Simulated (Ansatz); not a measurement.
Values for one crystal, relaxed and computed with the program Ansatz at the r²SCAN level (PAW); other levels are named.

```yaml
volume_per_atom: 21.00 Å³
electronic_character: metallic (no gap)
Bulk modulus (Birch–Murnaghan fit): 91.9 GPa
Density of states at the Fermi level: 0.70 states/eV per atom (mean over ±0.08 eV)
Pressure derivative B′: 4.6
Formation energy from the elements (no fitted shifts): -0.79 eV/atom
```

Pick the material that matches.
A) CoGe, P2_13 (Co on 4a, Ge on 4a)
B) LaNiGe3, I4mm (La on 2a, Ni on 2a, Ge on 4b, Ge on 2a)
C) YTiGe, P4/nmm (Y on 2c, Ge on 2c, Ti on 2a)
D) NiGe, Pnma (Ni on 4c, Ge on 4c)

C, YTiGe, P4/nmm (Y on 2c, Ge on 2c, Ti on 2a)

The workflow started from an entry of the Crystallography Open Database (COD), which files this formula under 2 space groups. Whether it is the stable phase at ambient conditions was not checked. Symmetry was held in the r²SCAN relaxation; its stability against distortions is not shown here. No spin polarisation was allowed. The references are the lowest solids computed at this level, not always the standard phases. Scalar-relativistic: spin–orbit coupling is off unless named, which matters more the heavier the elements.

Potentials: the later of the program's two PAW sets.
